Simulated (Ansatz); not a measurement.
Given:

LuPb₂:
```yaml
crystal:
  lattice:
    - [-1.95902, 1.95902, 5.45822]
    - [1.95902, -1.95902, 5.45822]
    - [1.95902, 1.95902, -5.45822]
  atoms:
    - { symbol: Lu, position: [0.00000, 0.00000, 0.00000] }
    - { symbol: Pb, position: [0.33802, 0.33802, 0.00000] }
    - { symbol: Pb, position: [0.66198, 0.66198, 0.00000] }
```

This is the r²SCAN-relaxed structure.

Problem. All from plane-wave PAW r²SCAN (Ansatz code), unless another level is named. Predict the density of states at the Fermi level.

Solution. 0.88 states/eV per atom (mean over ±0.08 eV).

Problem. Predict the formation energy from the elements (no fitted shifts).

Solution. -0.19 eV/atom.

Space group I4/mmm (MoSi2 or CaC2 type). The workflow started from an entry of the Crystallography Open Database (COD). Whether it is the stable phase at ambient conditions was not checked. The cell was relaxed with r²SCAN under the symmetry of its start; whether a distortion lowers the energy is not shown. The references are the lowest solids computed at this level, not always the standard phases. Spin–orbit coupling is left out wherever it is not named.

Potentials: the later of the program's two PAW sets.
